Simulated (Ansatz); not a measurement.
## PtSe₂, a known structure type with other elements, at an estimated volume

```
CELL_PARAMETERS angstrom
1.87260 3.24343 0.00000
-1.87260 3.24343 0.00000
0.00000 0.00000 5.32606
ATOMIC_POSITIONS crystal
Pt 0.00000 0.00000 0.00000
Se 0.33330 0.33340 0.22700
Se 0.66670 0.66660 0.77300
```

Level: PBE, spin-orbit coupling; 420 eV; 8×8×5 Γ-centred mesh; methfessel-paxton occupations (width 0.0603 eV); Ansatz 0.2.0, fixed geometry.

The state carries no moments; the state need not be the lowest.

Forces: The largest is on Se2 (and as large on other atoms): 1.18 eV/Å, components (0.00, 0.00, 1.18). It makes 119° with the line to a nearest neighbour, Pt1 at 2.48 Å.
Formation energy: -0.34 eV an atom against the elements' usual phases (free molecules for gases, crystals otherwise, with no correction for O₂ or N₂), so it is bound against them; other compounds may still compete. Relaxing would lower it.
Electronic structure: Counting bands on this mesh leaves a gap of 0.23 eV, but it is narrow, so a finer mesh and a narrower smearing would have to settle it.
Stress: The pressure is 8.1 GPa (compression positive), so with the atoms held at these fractions the cell would first expand; the forces are large, so a full relaxation may end otherwise.
Charges: Bader charges in e: Pt +0.09, Se -0.04. In the mean Pt gives up most and Se takes most.

Origin: a known structure type with other elements, at an estimated volume, so it need not be a known compound. Caveats: the gap is not wide against the smearing.
